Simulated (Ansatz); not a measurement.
TiP in space group P6_3/mmc (No. 194; Ti on 4f, P on 2a, P on 2d) under volume change, the program Ansatz at the r²SCAN level (PAW), shape and atoms relaxed at each volume.

```csv
V (Å³/atom),E − E(relaxed) (meV/atom),P (GPa)
14.072,66.1,16.45
14.536,?,?
15.000,6.6,4.68
15.464,0.0,0.01
15.928,?,?
16.392,22.7,-7.49
16.856,48.8,-10.47
```

Question: What belongs in the gaps?

Answer: 
- 14.536, E − E(relaxed) (meV/atom): 27.9
- 14.536, P (GPa): 10.12
- 15.928, E − E(relaxed) (meV/atom): 6.0
- 15.928, P (GPa): -4.02

Question: What does a third-order Birch–Murnaghan fit give for V₀, B₀ and B′?

Answer: V₀ = 15.47 Å³/atom, B₀ = 144 GPa, B′ = 4.0.

The workflow started from an entry of the Crystallography Open Database (COD). Whether it is the stable phase at ambient conditions was not checked. Symmetry was held in the r²SCAN relaxation; whether a distortion lowers the energy is not shown. The run is not spin-polarised.

Potentials: the later of the program's two PAW sets.
